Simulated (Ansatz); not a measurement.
## Ta4C3: two-dimensional strain map

Level of theory: DFT r2SCAN, scalar-relativistic, plane waves, PAW (Ansatz). The runs took a 500 eV cutoff, a Γ-centred 10×10×10 mesh and Gaussian smearing (0.15 eV). Spin–orbit coupling is left out, which can shift energies with elements as heavy as these. No spin polarisation. Energies are free energies at this smearing, counted from the undisturbed cell; pressure is positive in compression.

Zero of the scan (relaxed at this level; it needn't be the usual structure):

```
CELL_PARAMETERS angstrom
4.42479 0.00000 0.00000
0.00000 4.42479 0.00000
0.00000 0.00000 4.42479
ATOMIC_POSITIONS crystal
Ta 0.00000 0.50000 0.50000
Ta 0.50000 0.00000 0.50000
Ta 0.50000 0.50000 0.00000
Ta 0.00000 0.00000 0.00000
C 0.50000 0.00000 0.00000
C 0.00000 0.50000 0.00000
C 0.00000 0.00000 0.50000
```

The cell is strained by p along both x and y and by q along z, fractional coordinates fixed. Points are written (p, q).

Energy above the undisturbed cell in meV/atom (a dash: not computed):

| p \ q | -0.080 | 0.000 | 0.080 |
| --- | --- | --- | --- |
| -0.080 | 884.9 | ? | 473.4 |
| 0.000 | 187.4 | 0.0 | ? |
| 0.080 | 296.0 | 279.1 | – |

Problem. Fill in the withheld energies.

Solution. (-0.080, 0.000): 496.4; (0.000, 0.080): 108.1.